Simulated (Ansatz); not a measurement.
Si₂Ru in space group P4_2/mnm (No. 136; Ru on 2a, Si on 4f), PBEsol in the plane-wave PAW code Ansatz, all energies at zero smearing, with the estimated change up to a 700 eV cutoff added, with one set of potentials and settings (totals compare only within such a set). Cell of 6 atoms (2 Ru, 4 Si): -14120.372 eV.

```tsv
element	reference phase	E (eV/atom)
Ru	P6_3/mmc, 2 atoms in the cell	-5816.5470
Si	Fd-3m, 2 atoms in the cell	-621.4938
```

Formation energy per atom, worked out: (-14120.372 − 2×(-5816.5470) − 4×(-621.4938))/6 = -0.217 eV/atom (-21 kJ per mol of atoms), at 0 K, without zero-point energy or fitted corrections.

The start of the workflow was typed in or built on a structure type; neither database checked (COD, Materials Project) lists it. Whether it is the stable phase at ambient conditions was not checked. The PBEsol relaxation kept the symmetry of its start; its stability against distortions is not shown here. No spin polarisation was allowed. The volume moved by 18 % from the start of the relaxation. The references are the lowest solids computed at this level, not always the standard phases.

Potentials: the earlier of the program's two PAW sets. The files were generated under PBE; for other functionals the program regenerates the frozen cores, and for LDA and PBEsol the local potential too.
